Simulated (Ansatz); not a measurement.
**SnSe: computed property card**

SnSe:
```cif
data_SeSn
_chemical_formula_sum 'Se1 Sn1'
_space_group_name_H-M_alt 'P 1'
_space_group_IT_number 1
_cell_length_a 4.79440
_cell_length_b 4.79440
_cell_length_c 4.79440
_cell_angle_alpha 60.000
_cell_angle_beta 60.000
_cell_angle_gamma 60.000
loop_
_space_group_symop_operation_xyz
  'x, y, z'
loop_
_atom_site_label
_atom_site_type_symbol
_atom_site_fract_x
_atom_site_fract_y
_atom_site_fract_z
_atom_site_occupancy
Se1 Se 0.25000 0.25000 0.25000 1
Sn1 Sn 0.00000 0.00000 0.00000 1
```

Space group F-43m (No. 216), zinc blende; conventional cell a = b = c = 6.780 Å, α = β = γ = 90.00°.

Method: PBE in the plane-wave PAW code Ansatz. The cell and atoms are relaxed at this level. Other levels are named where they apply.

**Cell and energy**

Volume per atom: 38.96 Å³
Density: 4.21 g/cm³
Formation energy from the elements (no fitted shifts): -0.20 eV/atom

**Electronic structure**

Electronic character: no gap, with almost no states at the Fermi level (zero-gap or semimetallic)
Density of states at the Fermi level: 0.01 states/eV per atom (mean over ±0.08 eV)
Gap with spin–orbit coupling: none (metallic)

**Mechanics**

- Bulk modulus (Birch–Murnaghan fit): 30.4 GPa
- Pressure derivative B′: 3.4

The start of the workflow was typed in or built on a structure type; neither database checked (COD, Materials Project) lists it. It is not the phase usual at ambient conditions (space group No. 62). The PBE relaxation kept the symmetry of its start; its stability against distortions is not shown here. The volume moved by 17 % from the start of the relaxation. A small band overlap can be real or an error of a semilocal functional. The references are the lowest solids computed at this level, not always the standard phases. Spin–orbit coupling is left out wherever it is not named.

Potentials: the later of the program's two PAW sets.
